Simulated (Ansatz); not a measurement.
## Band table of K (sc type)

```
K
1.0
     3.02903    0.00000    0.00000
     0.00000    3.02903    0.00000
     0.00000    0.00000    3.02903
K
1
Direct
  0.00000 0.00000 0.00000
```

The cell comes from a relaxation on PAW files under the same functional, begun from a prototype that needn't be the stable phase.

Level of theory: DFT with LDA, scalar-relativistic, in Ansatz 0.2.0; a Γ-centred 9×9×9 k mesh, Fermi–Dirac smearing of 0.05 eV, no spin polarisation. PAW: frozen-core files, cutoff 420 eV.

This run: volume at 0.4 of the series' base cell.

The PAW files were made under PBE.

Path points, in fractions of the reciprocal vectors: Γ (0.000, 0.000, 0.000), X (0.000, 0.500, 0.000), M (0.500, 0.500, 0.000), R (0.500, 0.500, 0.500). The distance column jumps between branches of the path. Levels in eV from the Fermi level; bands 2 to 7, counted from the lowest band of the run. The gap is zero, the pressure 12.80 GPa.

```
# k(1/Å) point b2 b3 b4 b5 b6 b7
0.000 Γ -15.21 -15.21 -15.21 -3.09 2.19 2.19
0.130 - -15.28 -15.20 -15.20 -2.99 2.22 2.27
0.259 - -15.48 -15.19 -15.19 -2.71 2.32 2.48
0.389 - -15.76 -15.16 -15.16 -2.29 2.48 2.75
0.519 - -16.08 -15.13 -15.13 -1.75 2.67 2.92
0.648 - -16.38 -15.10 -15.10 -1.13 2.84 2.88
0.778 - -16.63 -15.07 -15.07 -0.45 2.46 3.07
0.908 - -16.79 -15.06 -15.06 0.24 1.88 3.21
1.037 X -16.84 -15.05 -15.05 0.72 1.43 3.26
1.167 - -16.83 -15.11 -15.05 0.83 1.35 3.34
1.296 - -16.80 -15.29 -15.03 1.12 1.14 3.59
1.426 - -16.75 -15.54 -15.01 0.77 1.59 4.00
1.556 - -16.69 -15.83 -14.98 0.36 2.09 4.55
1.685 - -16.62 -16.10 -14.95 -0.04 2.58 5.14
1.815 - -16.57 -16.32 -14.93 -0.37 3.01 5.64
1.945 - -16.53 -16.47 -14.91 -0.58 3.32 5.93
2.074 M -16.52 -16.52 -14.91 -0.66 3.43 6.01
2.258 - -16.49 -16.48 -14.92 -0.51 3.21 5.86
2.441 - -16.39 -16.35 -14.95 -0.20 2.72 5.43
2.624 - -16.23 -16.15 -15.00 -0.15 2.50 4.78
2.808 - -16.01 -15.91 -15.06 -0.73 2.75 4.04
2.991 - -15.74 -15.65 -15.11 -1.57 2.77 3.31
3.174 - -15.48 -15.42 -15.16 -2.35 2.52 2.72
3.358 - -15.28 -15.27 -15.20 -2.89 2.28 2.33
3.541 Γ -15.21 -15.21 -15.21 -3.09 2.19 2.19
3.766 - -15.29 -15.26 -15.26 -2.80 2.36 2.36
3.990 - -15.48 -15.40 -15.40 -2.01 2.84 2.84
4.215 - -15.71 -15.59 -15.59 -0.97 3.49 3.49
4.439 - -15.92 -15.80 -15.80 -0.06 3.75 3.75
4.664 - -16.08 -15.99 -15.99 0.46 3.01 3.01
4.888 - -16.18 -16.13 -16.13 0.79 2.16 2.16
5.113 - -16.24 -16.22 -16.22 1.17 1.58 1.58
5.338 R -16.25 -16.25 -16.25 1.38 1.38 1.38
5.521 - -16.27 -16.22 -16.21 1.21 1.49 1.57
5.704 - -16.34 -16.13 -16.09 0.86 1.81 2.08
5.888 - -16.43 -15.97 -15.91 0.60 2.32 2.75
6.071 - -16.54 -15.76 -15.69 0.53 3.02 3.03
6.254 - -16.66 -15.51 -15.45 0.67 2.44 3.86
6.438 - -16.75 -15.28 -15.25 0.97 1.57 3.89
6.621 - -16.82 -15.11 -15.10 0.94 1.29 3.42
6.804 X -16.84 -15.05 -15.05 0.72 1.43 3.26
8.271 R -16.25 -16.25 -16.25 1.38 1.38 1.38
8.401 - -16.26 -16.26 -16.21 1.25 1.48 1.48
8.530 - -16.29 -16.29 -16.07 0.92 1.75 1.75
8.660 - -16.34 -16.34 -15.87 0.52 2.20 2.20
8.790 - -16.39 -16.39 -15.61 0.13 2.81 2.81
8.919 - -16.44 -16.44 -15.35 -0.20 3.55 3.55
9.049 - -16.48 -16.48 -15.12 -0.45 4.11 4.39
9.179 - -16.51 -16.51 -14.96 -0.61 3.61 5.30
9.308 M -16.52 -16.52 -14.91 -0.66 3.43 6.01
```
